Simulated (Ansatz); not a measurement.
Ti$_{3}$Se$_{4}$:
```yaml
crystal:
  lattice:
    - [9.88894, 0.00000, 0.00000]
    - [-4.94447, 8.56408, 0.00000]
    - [0.00000, 0.00000, 3.58309]
  atoms:
    - { symbol: Ti, position: [0.51070, 0.64264, 0.75000] }
    - { symbol: Ti, position: [0.48930, 0.35736, 0.25000] }
    - { symbol: Ti, position: [0.86806, 0.51070, 0.25000] }
    - { symbol: Ti, position: [0.13194, 0.48930, 0.75000] }
    - { symbol: Ti, position: [0.35736, 0.86806, 0.75000] }
    - { symbol: Ti, position: [0.64264, 0.13194, 0.25000] }
    - { symbol: Se, position: [0.64771, 0.95141, 0.75000] }
    - { symbol: Se, position: [0.35229, 0.04859, 0.25000] }
    - { symbol: Se, position: [0.69630, 0.64771, 0.25000] }
    - { symbol: Se, position: [0.30370, 0.35229, 0.75000] }
    - { symbol: Se, position: [0.04859, 0.69630, 0.75000] }
    - { symbol: Se, position: [0.95141, 0.30370, 0.25000] }
    - { symbol: Se, position: [0.33333, 0.66667, 0.25000] }
    - { symbol: Se, position: [0.66667, 0.33333, 0.75000] }
```

Relaxed with r²SCAN.

Which orbitals make up the states near the Fermi level in the program Ansatz at the r²SCAN level (PAW)?

Within 0.5 eV of the Fermi level: Ti 3d 89 %, Se 4p 7 %. Projections are on Löwdin-orthogonalised atomic valence shells; empty p or d shells of many metals are not among them.

Tabulate the density of states.

States/eV per cell of 14 atoms, in 0.25 eV bins, energy from the Fermi level.

```csv
E (eV),total,Ti 3d,Se 4p,Ti 4s
-7.85,0.00,0.00,0.00,0.00
-7.60,0.00,0.00,0.00,0.00
-7.35,0.00,0.00,0.00,0.00
-7.10,2.59,0.32,1.84,0.31
-6.85,2.14,0.27,1.53,0.23
-6.60,3.38,0.42,2.43,0.38
-6.35,5.40,0.69,3.91,0.57
-6.10,5.41,0.70,4.02,0.46
-5.85,14.59,2.14,11.10,0.82
-5.60,8.20,1.19,6.14,0.39
-5.35,1.47,0.26,1.06,0.06
-5.10,4.30,0.55,3.28,0.30
-4.85,8.54,1.25,6.57,0.41
-4.60,14.74,2.70,11.28,0.36
-4.35,12.09,2.56,8.99,0.25
-4.10,10.62,2.32,7.79,0.22
-3.85,11.09,2.30,8.38,0.12
-3.60,19.86,4.71,14.49,0.18
-3.35,16.05,3.49,11.90,0.19
-3.10,15.98,3.59,11.76,0.15
-2.85,12.40,2.94,9.04,0.08
-2.60,10.52,2.57,7.64,0.04
-2.35,5.68,1.23,4.27,0.02
-2.10,3.22,0.63,2.48,0.01
-1.85,2.75,0.55,2.14,0.01
-1.60,0.76,0.17,0.57,0.00
-1.35,0.30,0.15,0.14,0.00
-1.10,1.22,0.95,0.19,0.01
-0.85,1.44,1.19,0.17,0.01
-0.60,11.78,10.63,0.62,0.05
-0.35,12.83,11.66,0.64,0.07
-0.10,4.83,4.33,0.32,0.02
0.15,6.81,6.09,0.50,0.02
0.40,14.16,12.38,1.33,0.07
0.65,7.70,6.62,0.79,0.06
0.90,9.82,8.58,0.86,0.09
1.15,23.27,20.42,1.97,0.20
1.40,18.70,16.49,1.65,0.15
1.65,22.45,19.63,2.12,0.22
1.90,17.29,14.12,2.33,0.19
2.15,20.83,15.78,3.72,0.24
2.40,12.69,8.98,2.49,0.17
2.65,7.41,4.97,1.80,0.07
2.90,8.98,5.85,2.33,0.07
3.15,11.71,7.32,3.34,0.17
3.40,8.26,4.93,2.41,0.23
3.65,14.82,8.94,4.49,0.30
3.90,2.89,1.69,1.05,0.00
4.15,0.00,0.00,0.00,0.00
4.40,0.11,0.01,0.01,0.03
4.65,0.73,0.07,0.05,0.12
```

Space group P6_3/m. The first step of the workflow began from a Materials Project structure, measured or hypothetical; the Crystallography Open Database copy checked does not list it. Whether it is the stable phase at ambient conditions was not checked. The r²SCAN relaxation kept the symmetry of its start; whether a distortion lowers the energy is not shown. The run is not spin-polarised. Spin–orbit coupling is left out wherever it is not named.

Potentials: the earlier of the program's two PAW sets.
